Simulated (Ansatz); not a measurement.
## Relaxing a structure of B

The relaxed structure here is a generated cell of B: the first start was made by placing the elements on the sites of a structure type, and the end was not matched to a known phase here, so it may be hypothetical.

The start is a generated trial cell of B in the bcc structure type. The cell and all atomic positions are relaxed at zero pressure with PBE (plane waves to 420 eV, PAW, scalar-relativistic; Ansatz, a program for electronic structure). The first steps use a coarse 14×14×14 k-mesh.

The start:
```
CELL_PARAMETERS angstrom
     -1.13832     1.13832     1.13832
      1.13832    -1.13832     1.13832
      1.13832     1.13832    -1.13832
ATOMIC_POSITIONS crystal
  B  0.00000 0.00000 0.00000
```

* **Initial pressure**: +10 GPa (positive: the cell is compressed)
* **Outcome**: The space group stays Im-3m (No. 229) (the run could not lower it); the end is bcc (W type), with 1 atom in the primitive cell
* **Energy released**: 0.01 eV/atom
* **Volume change**: +4.0 %, from 5.90 to 6.14 Å³/atom
* **Band gap at the end**: zero (metallic)
* **Optimiser moves**: 6

Relaxed structure:

```cif
data_B2
_chemical_formula_sum 'B2'
_space_group_name_H-M_alt 'Im-3m'
_space_group_IT_number 229
_space_group_name_Hall '-I 4 2 3'
_cell_length_a 2.30648
_cell_length_b 2.30648
_cell_length_c 2.30648
_cell_angle_alpha 90.000
_cell_angle_beta 90.000
_cell_angle_gamma 90.000
loop_
_atom_site_label
_atom_site_type_symbol
_atom_site_symmetry_multiplicity
_atom_site_Wyckoff_symbol
_atom_site_fract_x
_atom_site_fract_y
_atom_site_fract_z
_atom_site_occupancy
B1 B 2 a 0.00000 0.00000 0.00000 1
```
(The calculation used a cell of 1 atom; values per cell refer to that cell.)

Final values are on a 28×28×28 k-mesh of the relaxed cell. No spin polarisation in the result. The relaxed primitive cell holds an odd number of electrons. A magnetic state may lie lower.

The run could not lose the symmetry of its start: the end is stationary, and may be a saddle point rather than a minimum.
